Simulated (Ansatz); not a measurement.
**Calculated ²⁰⁹Bi nuclear quadrupole resonance for Bi2Te3 at a changed volume**

Cell: a COD entry, relaxed with PBE at fixed cell and then changed (volume scaled by 0.94, ions relaxed).

```yaml
crystal:
  lattice:
    - [2.14823, 1.24028, 9.95815]
    - [-2.14823, 1.24028, 9.95815]
    - [0.00000, -2.48057, 9.95815]
  atoms:
    - { symbol: Bi, position: [0.40089, 0.40089, 0.40089] }
    - { symbol: Bi, position: [0.59911, 0.59911, 0.59911] }
    - { symbol: Te, position: [0.00000, 0.00000, 0.00000] }
    - { symbol: Te, position: [0.20707, 0.20707, 0.20707] }
    - { symbol: Te, position: [0.79293, 0.79293, 0.79293] }
```

Atoms are numbered from 1 in the order listed; like atoms form one site, named after its first atom.

Method: Kohn–Sham DFT in Ansatz, PBE, plane waves and PAW, scalar-relativistic, 420 eV cutoff, Γ-centred 12×12×12 k-points, Fermi–Dirac smearing 0.02 eV.

²⁰⁹Bi: I = 9/2, Q = -516.0 mb (year-2017 value). Static lattice, zero field.

Problem. The simulated lines lie at 2.29, 4.57, 6.86, 9.14 MHz. What are |C_Q|, η and |V_zz| at Bi?

Solution. For I = 9/2 and η = 0 the lines are |C_Q|/24 times 1, 2, 3 and 4; η shifts the lowest up most. Here |C_Q| = 54.9 MHz, η = 0.00 and |V_zz| = 4.40 × 10²¹ V/m². The calculation gives V_zz positive; the lines don't show the sign. The site has 6 Te at 3.04–3.20 Å.

An axis of threefold or higher order runs through Bi, so V_zz lies along it and η is zero.

Spin–orbit coupling is left out, which shifts gradients on Bi by a few per cent in wide-gap crystals, and can shift them far more where the calculated gap is small or absent, as here. Newer work puts Q(²⁰⁹Bi) near −420 mb, which would lower these couplings by about a fifth. With a gap of 0.3 eV on this mesh, the gradients can still move by some per cent as the k-mesh gets denser.

The relaxation (4 steps) took 4.6 min of wall time (4.5 min of CPU time) and 1.4 GiB at its peak, on 1 thread of Intel Xeon Platinum 8259CL CPU @ 2.50GHz (Skylake/Cascade Lake) (x86_64; 16 cores open to the job, memory cap 3.0 GiB, no GPU), a shared host with a load of 0.5 a core.
